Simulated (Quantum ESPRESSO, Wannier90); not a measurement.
## Wannier functions of WC (P-6m2)

Materials Project entry mp-1894; symmetrised, unrelaxed at this level. COD (Crystallography Open Database) has an entry of this formula and space group (matched by these alone). Computed values, not measurements, from PBEsol: Quantum ESPRESSO (norm-conserving PseudoDojo potentials, cutoff 66 Ry, no spin polarisation, no spin-orbit coupling) on a Γ-centred 12×12×12 mesh, then Wannier90. Density: 12×12×12 mesh, cold smearing 0.01 Ry. Spin-orbit coupling is left out although heavy elements are present.

```
begin unit_cell_cart
ang
    2.9165899860    0.0000000000    0.0000000000
   -1.4582949930    2.5258410203    0.0000000000
    0.0000000000    0.0000000000    2.8394400000
end unit_cell_cart
mp_grid = 12 12 12
```

Task: Which shells of neighbouring k-points and which b-vectors and weights does Wannier90 pick for this cell and mesh?

Result: 
```
 *---------------------------------- K-MESH ----------------------------------*
 +----------------------------------------------------------------------------+
 |                    Distance to Nearest-Neighbour Shells                    |
 |                    ------------------------------------                    |
 |          Shell             Distance (Ang^-1)          Multiplicity         |
 |          -----             -----------------          ------------         |
 |             1                   0.184402                      2            |
 |             2                   0.207297                      6            |
 |             3                   0.277446                     12            |
 |             4                   0.359049                      6            |
 |             5                   0.368804                      2            |
 |             6                   0.403634                     12            |
 |             7                   0.414594                      6            |
 |             8                   0.423070                     12            |
       ... (lines left out)
 +----------------------------------------------------------------------------+
 | The b-vectors are chosen automatically                                     |
 | The following shells are used:                       1,  2                 |
 +----------------------------------------------------------------------------+
 |                        Shell   # Nearest-Neighbours                        |
 |                        -----   --------------------                        |
 |                          1               2                                 |
 |                          2               6                                 |
 +----------------------------------------------------------------------------+
 | Completeness relation is fully satisfied [Eq. (B1), PRB 56, 12847 (1997)]  |
 +----------------------------------------------------------------------------+
 |                  b_k Vectors (Ang^-1) and Weights (Ang^2)                  |
 |                  ----------------------------------------                  |
 |            No.         b_k(x)      b_k(y)      b_k(z)        w_b           |
 |            ---        --------------------------------     --------        |
 |             1         0.000000    0.000000    0.184402    14.704090        |
 |             2         0.000000    0.000000   -0.184402    14.704090        |
 |             3         0.000000    0.207297    0.000000     7.756995        |
 |             4         0.179524    0.103648    0.000000     7.756995        |
 |             5         0.000000   -0.207297    0.000000     7.756995        |
 |             6         0.179524   -0.103648    0.000000     7.756995        |
 |             7        -0.179524   -0.103648    0.000000     7.756995        |
 |             8        -0.179524    0.103648    0.000000     7.756995        |
```
